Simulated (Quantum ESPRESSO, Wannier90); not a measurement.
# Tight-binding from DFT: LiTaO3 (R3c)

```xyz
10
Lattice="-2.5670 4.4461 0.0000 -5.1340 0.0000 0.0000 -2.5670 1.4820 4.6054" Properties=species:S:1:pos:R:3 pbc="T T T"
Li     2.5670    -1.4820    -0.6924
Li    -2.5670     1.4820     1.6103
Ta     0.0000     0.0000    -0.0075
Ta     2.5670    -1.4820     2.2952
O     -1.5663     0.1561    -1.3563
O      0.9183     1.2784    -1.3563
O      0.6480    -1.4345    -1.3563
O     -0.6480     1.5296     0.9465
O     -1.0007    -1.3260     0.9465
O      1.6487    -0.2037     0.9465
```

Cell from Materials Project (mp-3666), symmetrised, no further relaxation. COD (Crystallography Open Database) has an entry of this formula and space group (matched by these alone). Level: PBEsol, no spin polarisation, no spin-orbit coupling; pw.x of Quantum ESPRESSO at 68 Ry with PseudoDojo potentials, 6×6×6 k-points, Wannier90. Density: 8×8×8 mesh, cold smearing 0.01 Ry. Spin-orbit coupling is left out although heavy elements are present.

A tight-binding model is made by disentanglement and projection with no localisation steps (num_iter = 0), so the 28 orbitals stay atom-like: hydrogen-like Ta: d; O: p, axes along x, y, z; frozen window up to 5.35 eV relative to the valence-band maximum. It follows pw.x to 0.4 meV rms for states up to 4.8 eV relative to the valence-band maximum. Matrix elements depend on this choice of orbitals and windows.

Q: What are the on-site energies relative to the valence-band maximum, and how fast do the hoppings decay?

A: 
```csv
atom,orbitals,energy (eV)
Ta3,dz2,3.76
Ta3,dxz dyz,6.06
Ta3,dx2-y2 dxy,4.99
Ta4,dz2,3.76
Ta4,dxz dyz,6.06
Ta4,dx2-y2 dxy,4.99
O5,pz,-1.04
O5,px,-1.13
O5,py,-1.01
O6,pz px,-1.04
O6,py,-1.11
O7,pz px,-1.04
O7,py,-1.09
O8,pz px,-1.04
O8,py,-1.09
O9,pz,-1.04
O9,px,-1.13
O9,py,-1.01
O10,pz px,-1.04
O10,py,-1.11
```

```tsv
distance of the centres (Å)	largest modulus (eV)
1–2	2.7
2–3	2.0
3–4	0.24
4–5	0.11
5–6	0.038
6–7	0.011
7–8	0.0077
8–9	0.0043
9–10	0.0028
10–11	0.0013
11–12	0.0012
```
